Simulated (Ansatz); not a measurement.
## How much do the gradients of SiO2 with Cr replacing Si depend on the method?

Cell: a supercell of SiO2 (quartz type, P3_121) built from a COD entry, with the ions relaxed around the defect (PBE).

```
Cr Si O
1.0
    -7.37370    4.25721    5.40910
     7.37370   -4.25721    5.40910
     2.45790    4.25721   -5.40910
Cr Si O
1 11 24
Direct
  0.16839 0.45397 0.28729
  0.68622 0.95065 0.29354
  0.64676 0.41622 0.74374
  0.16653 0.92779 0.75850
  0.59758 0.33053 0.26216
  0.08793 0.81923 0.24775
  0.11802 0.34491 0.78800
  0.62189 0.85091 0.80491
  0.21726 0.22294 0.44693
  0.73719 0.73903 0.47815
  0.71284 0.22370 0.93759
  0.24266 0.73410 0.96965
  0.64824 0.51529 0.28551
  0.13580 0.00011 0.26277
  0.15160 0.51106 0.76699
  0.63617 0.00424 0.76570
  0.45745 0.39395 0.62424
  0.97563 0.90084 0.65593
  0.93711 0.40147 0.09266
  0.48520 0.91163 0.17558
  0.69934 0.39648 0.55538
  0.19643 0.89503 0.54757
  0.24923 0.45138 0.10045
  0.75089 0.95752 0.12351
  0.09378 0.23670 0.24780
  0.63710 0.77045 0.28392
  0.57682 0.23361 0.73531
  0.13559 0.76361 0.77679
  0.70679 0.77451 0.68834
  0.19051 0.25290 0.66276
  0.18218 0.74967 0.14836
  0.68105 0.25272 0.14957
  0.39917 0.66998 0.65199
  0.87726 0.16647 0.60298
  0.84634 0.63833 0.04614
  0.35703 0.15167 0.05510
```

Atom numbers follow the list; atoms alike are taken as one site, whose name carries the number of the first.

First run. All values are calculated (Ansatz; DFT, PBE, plane waves and PAW, scalar-relativistic, collinear spin, 420 eV cutoff, Γ-centred 3×3×4 k-points, Fermi–Dirac smearing 0.01 eV, cell charge -1), not measured. Start moments as typed (μB): 3 on each Cr, none on the rest.

```json
{"site": "Cr", "atom": "1", "V_zz (10²¹ V/m²)": "-9.13", "η": "0.86", "m (μB)": "2.19"}
{"site": "Si4", "atom": "4", "V_zz (10²¹ V/m²)": "-0.56", "η": "0.43", "m (μB)": "0.00"}
{"site": "Si11", "atom": "11", "V_zz (10²¹ V/m²)": "-2.56", "η": "0.66", "m (μB)": "0.00"}
{"site": "O14", "atom": "14", "V_zz (10²¹ V/m²)": "9.69", "η": "0.22", "m (μB)": "0.00"}
{"site": "O18", "atom": "18", "V_zz (10²¹ V/m²)": "9.22", "η": "0.25", "m (μB)": "0.00"}
{"site": "O19", "atom": "19", "V_zz (10²¹ V/m²)": "4.87", "η": "0.66", "m (μB)": "0.03"}
{"site": "O23", "atom": "23", "V_zz (10²¹ V/m²)": "6.65", "η": "0.46", "m (μB)": "0.02"}
{"site": "O24", "atom": "24", "V_zz (10²¹ V/m²)": "9.03", "η": "0.29", "m (μB)": "0.00"}
{"site": "O25", "atom": "25", "V_zz (10²¹ V/m²)": "6.94", "η": "0.37", "m (μB)": "0.02"}
{"site": "O27", "atom": "27", "V_zz (10²¹ V/m²)": "8.54", "η": "0.33", "m (μB)": "0.00"}
{"site": "O28", "atom": "28", "V_zz (10²¹ V/m²)": "9.31", "η": "0.25", "m (μB)": "0.00"}
{"site": "O30", "atom": "30", "V_zz (10²¹ V/m²)": "9.13", "η": "0.30", "m (μB)": "0.00"}
{"site": "O33", "atom": "33", "V_zz (10²¹ V/m²)": "5.00", "η": "0.68", "m (μB)": "0.03"}
{"site": "O36", "atom": "36", "V_zz (10²¹ V/m²)": "9.21", "η": "0.23", "m (μB)": "0.00"}
```

Second run. The same atoms and settings, except that the functional is r2SCAN and the cutoff is 500 eV.

Problem. Given the first result, estimate the second.

Solution. 

```json
{"site": "Cr", "atom": "1", "V_zz": "-8.65", "η": "0.74", "change of V_zz": "+0.48", "m (μB)": "2.25"}
{"site": "Si4", "atom": "4", "V_zz": "-0.53", "η": "0.48", "change of V_zz": "+0.03", "m (μB)": "0.00"}
{"site": "Si11", "atom": "11", "V_zz": "-2.62", "η": "0.65", "change of V_zz": "-0.06", "m (μB)": "0.00"}
{"site": "O14", "atom": "14", "V_zz": "9.56", "η": "0.22", "change of V_zz": "-0.13", "m (μB)": "0.00"}
{"site": "O18", "atom": "18", "V_zz": "9.09", "η": "0.25", "change of V_zz": "-0.13", "m (μB)": "0.00"}
{"site": "O19", "atom": "19", "V_zz": "4.63", "η": "0.67", "change of V_zz": "-0.24", "m (μB)": "0.03"}
{"site": "O23", "atom": "23", "V_zz": "6.53", "η": "0.46", "change of V_zz": "-0.12", "m (μB)": "0.02"}
{"site": "O24", "atom": "24", "V_zz": "8.96", "η": "0.29", "change of V_zz": "-0.07", "m (μB)": "0.00"}
{"site": "O25", "atom": "25", "V_zz": "6.86", "η": "0.36", "change of V_zz": "-0.08", "m (μB)": "0.02"}
{"site": "O27", "atom": "27", "V_zz": "8.44", "η": "0.32", "change of V_zz": "-0.10", "m (μB)": "0.00"}
{"site": "O28", "atom": "28", "V_zz": "9.17", "η": "0.25", "change of V_zz": "-0.14", "m (μB)": "0.00"}
{"site": "O30", "atom": "30", "V_zz": "9.01", "η": "0.30", "change of V_zz": "-0.12", "m (μB)": "0.00"}
{"site": "O33", "atom": "33", "V_zz": "4.77", "η": "0.69", "change of V_zz": "-0.23", "m (μB)": "0.03"}
{"site": "O36", "atom": "36", "V_zz": "9.07", "η": "0.23", "change of V_zz": "-0.14", "m (μB)": "0.00"}
```

The largest change of V_zz is on Cr, from -9.13 to -8.65. In per cent, |V_zz| changes by -5 on Cr, -4 to +2 on Si, -5 to -1 on O (all sites that start above 0.5). The table leaves out 22 of the 36 sites, with |V_zz| up to 9.99; their tensors move by 0.14 at most along any direction. The statements above cover all sites.

The defect repeats with the cell of 36 atoms, so it feels its images: sites between two images don't show the values beside a lone defect, and zeros or small values of η there can come from the images' arrangement. O and Si carry a gradient in the pure host already, so the values there aren't the defect's effect alone. A uniform background compensates the cell's charge.
For the first run: The centre was started off its lattice site, so that it could distort. With a gap of 0.7 eV on this mesh, small gradients can still move by 0.1 × 10²¹ V/m² or more as the k-mesh gets denser.
For the second run: The program didn't check the stability of this electronic state in full, so a lower one may lie near.
